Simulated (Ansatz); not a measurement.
Ag3P11: computed property card

Ag₃P₁₁:
```xyz
14
Lattice="6.4601 3.7640 0.0000 -6.4601 3.7640 0.0000 -3.1605 0.0000 5.6997" Properties=species:S:1:pos:R:3 pbc="T T T"
Ag    -2.7792     3.7640     0.1945
Ag    -1.3694     3.7640     4.5646
Ag     6.4218     3.7640     0.0196
P      3.8888     3.7640     0.2138
P     -0.2822     3.7640     0.2524
P     -7.6975     3.7640     4.1901
P     -1.4079     5.6765     3.0383
P     -1.4079     1.8514     3.0383
P      1.7939     4.8935     2.8965
P      1.7939     2.6344     2.8965
P     -3.0214     1.6900     1.5373
P     -3.0214     5.8379     1.5373
P      0.1964     5.5026     1.4910
P      0.1964     2.0253     1.4910
```

Space group Cm (No. 8); conventional cell a = 12.920 Å, b = 7.528 Å, c = 6.517 Å, α = γ = 90.00°, β = 119.01°.

Method: PBEsol (plane waves, PAW; program Ansatz). Structure relaxed to zero pressure with the same functional. Other levels are named where they apply.

**Cell and energy**

| Property | Result |
|---|---|
| Volume per atom | 19.80 Å³ |
| Density | 3.98 g/cm³ |
| Formation energy from the elements (no fitted shifts) | -0.049 eV/atom |

**Electronic structure**

| Item | Value |
|---|---|
| Band gap | 0.65 eV (indirect) |
| Valence-band maximum | at Γ |
| Conduction-band minimum | off the standard path, at k = (-0.016, 0.349, 0.375) in fractions of the reciprocal vectors |
| Smallest direct gap on the standard path | 1.10 eV |
| Electron effective mass | 0.29, 0.44, 1.2 mₑ (principal values) |
| Hole effective mass | 0.17, 0.51, 0.60 mₑ (principal values) |
| HSE06 gap on the PBEsol cell | 1.32 eV |
| Gap with spin–orbit coupling | 0.65 eV |

**Mechanics**

| Quantity | Result |
|---|---|
| Bulk modulus (Birch–Murnaghan fit) | 61.7 GPa |
| Pressure derivative B′ | 4.5 |

**Dielectric response**

| Item | Value |
|---|---|
| Electronic dielectric constant ε∞ (DFPT) | 13.4 (xx), 13.0 (yy), 12.6 (zz) |
| Born charges (a third of the trace) | Ag +0.16 to +0.44, P -0.76 to +0.24 e |

**Charges**

| Item | Result |
|---|---|
| Bader charges | Ag +0.11 to +0.14, P -0.12 to +0.03 e |

The workflow started from a Materials Project entry (that database holds measured and hypothetical structures alike); the Crystallography Open Database files this formula in space group No. 8, but the cells were not matched. Whether it is the stable phase at ambient conditions was not checked. Symmetry was held in the PBEsol relaxation; its stability against distortions is not shown here. No spin polarisation was allowed. The references are the lowest solids computed at this level, not always the standard phases. Spin–orbit coupling is left out wherever it is not named.

Potentials: the later of the program's two PAW sets.
